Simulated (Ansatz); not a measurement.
CaO:
```
CELL_PARAMETERS angstrom
      0.00000     2.39770     2.39770
      2.39770     0.00000     2.39770
      2.39770     2.39770     0.00000
ATOMIC_POSITIONS crystal
  Ca 0.00000 0.00000 0.00000
  O  0.50000 0.50000 0.50000
```

Relaxed with r²SCAN. Special points in fractions of this cell's reciprocal vectors: Γ (0.000, 0.000, 0.000); X (0.500, 0.000, 0.500); U (0.625, 0.250, 0.625); K (0.375, 0.375, 0.750); L (0.500, 0.500, 0.500); W (0.500, 0.250, 0.750).

**Question.** List the band energies nearest the valence-band maximum at these points for r²SCAN in the plane-wave PAW code Ansatz.

**Answer.** In eV from the valence-band maximum; about four levels below and three above (degenerate sets whole), none deeper than 8.9 eV; points with the same levels are listed once.

```
k              below                above
-  -----------------  -------------------
Γ     0.00 0.00 0.00  5.49 6.87 6.87 6.87
X  -1.30 -0.38 -0.38       4.20 8.83 9.69
U  -1.32 -1.20 -0.78       5.73 8.70 9.35
L  -2.62 -1.20 -1.20       7.72 9.07 9.07
W  -1.29 -1.05 -1.05       6.95 6.95 9.17
```

Space group Fm-3m (rock salt). The r²SCAN relaxation kept the symmetry of its start; phonons on a q-mesh show no instability.

Potentials: the earlier of the program's two PAW sets.
